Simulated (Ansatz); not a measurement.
Compressing Ga₂Os: a fit and a missing row

Ga₂Os, Fddd, a = 4.718 Å, b = 8.257 Å, c = 8.705 Å. The structure is a COD entry; whether it is the stable form wasn't checked. Ansatz: r2SCAN, PAW, 500 eV, Γ-centred 8×8×8 mesh on 6 atoms, Gaussian smearing 0.02 eV; no spin polarisation. Shape and atoms are relaxed at each volume; pressure is positive in compression.

```
V (Å³/atom) P (GPa)
     12.435        ?
     12.858    23.48
     13.282    14.22
     13.706     6.48
     14.130     0.00
     14.554    -5.40
     14.978    -9.88
     15.543   -14.62
```

Problem. Take V0 = 14.130 Å³/atom, fit the third-order Birch–Murnaghan form to the other rows, and predict the missing pressure.

Solution. With the Eulerian strain f = ½[(V0/V)^(2/3) − 1] and y = P/[3f(1 + 2f)^(5/2)], the form is the line y = B0 + 1.5 B0 (B0′ − 4) f. Rows (f, y): 0.03245, 206.1; 0.02106, 203.0; 0.01026, 200.1; -0.00976, 193.7; -0.01905, 190.5; -0.03078, 185.6. Means f = 0.0006967, y = 196.50; Σ(Δf)² = 0.003004, ΣΔfΔy = 0.9625; the slope is their ratio. y = 196.3 + 320.4 f GPa, so B0 = 196.3 GPa and B0′ = 4 + 2 × (320.4)/(3 × 196.3) = 5.09. At V = 12.435, f = 0.04446, y = 210.54 and P = 34.75 GPa. The run gave 34.51 GPa, so the fit is 0.24 GPa too high, a small miss on the scale of the series.

Spin–orbit coupling is left out, which can shift energies with elements as heavy as these.